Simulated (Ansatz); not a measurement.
**Step by step: CoBi, relaxation of cell and atoms**

Computed with Ansatz 0.2.0, DFT, PBE, PAW with Ansatz's default frozen-core files, scalar-relativistic.

Command: `ansatz run input.yaml --threads 1 --pin off --max-ram 3072MiB --backend cpu --events-out ev --progress --plain --runs-dir out` The run took about 17 s on 1 thread of a shared machine.

```yaml
crystal:
  lattice:
    - [0.0, 2.6721828043, 2.6721828043]
    - [2.6721828043, 0.0, 2.6721828043]
    - [2.6721828043, 2.6721828043, 0.0]
  atoms:
    - { symbol: Co, position: [0.0, 0.0, 0.0], spin: 2.0 }
    - { symbol: Bi, position: [0.5, 0.5, 0.5] }
magnetization:
  spin_polarized: true
kpoints:
  mp_grid: { grid: [13, 13, 13] }
scf:
  occupations: { method: fermi_dirac, width: 0.05 }
hamiltonian:
  xc: pbe
  pseudopotentials: { kind: paw }
output:
  forces: true
  stress: true
relax:
  f_tol: 0.005
  max_steps: 80
  cell: {}
```

No spin–orbit coupling, which matters for the heavy atoms here.

The run is spin-polarised from parallel moments and ends with 0.55 μB in the cell; other orders may lie lower.

The cell is built from the rocksalt type as a first guess.

The cutoff is 420 eV; energies and pressures of the walk include the program's estimate of the Pulay term.

Each frame lists the cell vectors (Å), then Cartesian positions (Å); symmetry keeps all forces zero. Free energies count from the first step, -17521.5770 eV.

The walk took 5 evaluations in all; steps that aren't listed are left out.

Step 1: E = 0.0 meV, P = 2.92 GPa

```
cell 0.0000 2.6722 2.6722 2.6722 0.0000 2.6722 2.6722 2.6722 0.0000
Co    0.0000    0.0000    0.0000
Bi    2.6722    2.6722    2.6722
```

Step 2:

```
cell 0.0000 2.7113 2.7113 2.7113 0.0000 2.7113 2.7113 2.7113 0.0000
Co    0.0000    0.0000    0.0000
Bi    2.7113    2.7113    2.7113
```

Problem. Give the energy, pressure of step 2.

Solution. E = -8.5 meV, P = -1.01 GPa
```
Co    0.0000    0.0000    0.0000
Bi    2.7113    2.7113    2.7113
```

Problem. How does the relaxation end?

Solution. It converges, with a = 5.401 Å, b = 5.401 Å, c = 5.401 Å, α = 90.00°, β = 90.00°, γ = 90.00° (conventional cell, space group Fm-3m). The last solve (on a basis chosen afresh for the final cell, so its energy is not quite comparable) gives E = -10.8 meV, P = 0.01 GPa:
```
cell 0.0000 2.7003 2.7003 2.7003 0.0000 2.7003 2.7003 2.7003 0.0000
Co    0.0000    0.0000    0.0000
Bi    2.7003    2.7003    2.7003
```
